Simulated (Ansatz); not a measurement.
WO$_{3}$:
```
WO3
1.0
    3.79933     0.00000     0.00000
    0.00000     3.79933     0.00000
    0.00000     0.00000     3.79933
W O
1 3
Direct
  0.00000   0.00000   0.00000
  0.00000   0.00000   0.50000
  0.50000   0.00000   0.00000
  0.00000   0.50000   0.00000
```

The program Ansatz at the PBEsol level (PAW) gives a gap of 0.58 eV without spin–orbit coupling, maximum at R, minimum at Γ.

Task: What happens when spin–orbit coupling is switched on?

Result: The gap decreases by 0.19 eV, to 0.39 eV; maximum at R, minimum at Γ.

Task: Give the electron effective mass with spin–orbit coupling, band 1 of 2 at the edge.

Result: 0.42 along [100], 0.28 along [110], 0.23 along [111] (mₑ).

Task: Give the electron effective mass with spin–orbit coupling, band 2 of 2 at the edge.

Result: 0.14 along [100], 0.17 along [110], 0.19 along [111] (mₑ).

Space group Pm-3m (ReO3 type). The workflow started from a Materials Project entry (that database holds measured and hypothetical structures alike); the Crystallography Open Database copy checked does not list it. COD files the formula under space group No. 2, 14, 62, 129, 130, 191, so this cell is another polymorph or a model. Its standing as an ambient phase is unchecked. Symmetry was held in the PBEsol relaxation; its stability against distortions is not shown here. No spin polarisation was allowed. No Hubbard U is applied.

Potentials: the later of the program's two PAW sets.
